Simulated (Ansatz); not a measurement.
Cu Kα1 powder pattern (kinematic, no thermal factors).
```csv
2θ (°),relative intensity
12.75,100
25.66,6
28.10,6
28.84,39
30.96,20
34.24,42
38.41,13
38.91,3
43.27,27
48.68,7
49.73,16
51.55,18
52.73,3
54.54,10
56.78,5
58.51,6
59.74,3
60.81,2
61.77,8
64.54,3
64.88,4
67.43,2
67.48,4
68.01,7
72.14,2
75.40,7
76.90,4
80.28,5
81.36,3
82.16,2
82.29,1
83.14,7
85.62,3
88.27,6
88.32,2
88.80,7
```

The pattern is computed from a structure relaxed with Ansatz 0.2.0, DFT PBE, scalar-relativistic, plane waves, PAW. No spin polarisation. Its elements are Hf, S, Sn.

Question: Give the structure.

Answer: Hf$_{3}$SnS$_{8}$.
Space group P3m1 (No. 156). a = 3.664 Å, b = 3.664 Å, c = 27.754 Å, α = 90.00°, β = 90.00°, γ = 120.00°
```json
{"atom": "Hf", "site": "1b", "symmetry": "3m.", "x": "0.3333", "y": "0.6667", "z": "0.3118"}
{"atom": "Hf", "site": "1b", "symmetry": "3m.", "x": "0.3333", "y": "0.6667", "z": "0.8139"}
{"atom": "Hf", "site": "1c", "symmetry": "3m.", "x": "0.6667", "y": "0.3333", "z": "0.0628"}
{"atom": "Sn", "site": "1c", "symmetry": "3m.", "x": "0.6667", "y": "0.3333", "z": "0.5616"}
{"atom": "S", "site": "1c", "symmetry": "3m.", "x": "0.6667", "y": "0.3333", "z": "0.3637"}
{"atom": "S", "site": "1c", "symmetry": "3m.", "x": "0.6667", "y": "0.3333", "z": "0.8658"}
{"atom": "S", "site": "1b", "symmetry": "3m.", "x": "0.3333", "y": "0.6667", "z": "0.1147"}
{"atom": "S", "site": "1b", "symmetry": "3m.", "x": "0.3333", "y": "0.6667", "z": "0.6153"}
{"atom": "S", "site": "1a", "symmetry": "3m.", "x": "0.0000", "y": "0.0000", "z": "0.0109"}
{"atom": "S", "site": "1a", "symmetry": "3m.", "x": "0.0000", "y": "0.0000", "z": "0.5079"}
{"atom": "S", "site": "1a", "symmetry": "3m.", "x": "0.0000", "y": "0.0000", "z": "0.2598"}
{"atom": "S", "site": "1a", "symmetry": "3m.", "x": "0.0000", "y": "0.0000", "z": "0.7620"}
```

A pattern alone doesn't exclude other cells with like lines; this is the one computed.

It was reached by relaxing an invented guess, and it needn't be the stable form of this composition. No dispersion correction is applied, so the spacing between layers, chains or molecules is poorly fixed.
